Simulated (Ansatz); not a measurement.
# Computed properties of Sr

Sr:
```
Sr
1.0
   -2.28577     2.28577     2.28577
    2.28577    -2.28577     2.28577
    2.28577     2.28577    -2.28577
Sr
1
Direct
  0.00000   0.00000   0.00000
```

Space group Im-3m (No. 229), bcc (W type); conventional cell a = b = c = 4.572 Å, α = β = γ = 90.00°.

Method: plane-wave PAW LDA (Ansatz code). Structure relaxed to zero pressure with the same functional. Other levels are named where they apply.

### Cell and energy

| Item | Value |
|---|---|
| Volume per atom | 47.77 Å³ |
| Density | 3.05 g/cm³ |

### Electronic structure

| Property | Value |
|---|---|
| Electronic character | metallic (no gap) |
| Density of states at the Fermi level | 0.86 states/eV per atom (mean over ±0.08 eV) |

### Mechanics

| Quantity | Result |
|---|---|
| Bulk modulus (Birch–Murnaghan fit) | 14.2 GPa |
| Pressure derivative B′ | 3.1 |
| Elastic constants (relaxed ions, GPa) | C11 = 16.6, C12 = 12.3, C44 = 16.0 |
| Mechanical stability | stable (all eigenvalues of C positive) |
| Hill bulk and shear moduli | 13.7 and 7.5 GPa |
| Young's modulus | 19.0 GPa |
| Poisson's ratio | 0.27 |
| Debye temperature from the elastic constants | 143 K |

This is a known high-temperature phase of the composition, computed here at zero pressure and temperature. The LDA relaxation kept the symmetry of its start; its stability against distortions is not shown here. The volume lies over 15 % below that of the usual cell of this phase: another minimum, or an error of the functional. As this level gives no gap, shear constants depend on the k-mesh and smearing (Fermi–Dirac, 0.1 eV here). Spin–orbit coupling is left out wherever it is not named.

Potentials: the earlier of the program's two PAW sets. The files were generated under PBE; for other functionals the program regenerates the frozen cores, and for LDA and PBEsol the local potential too.
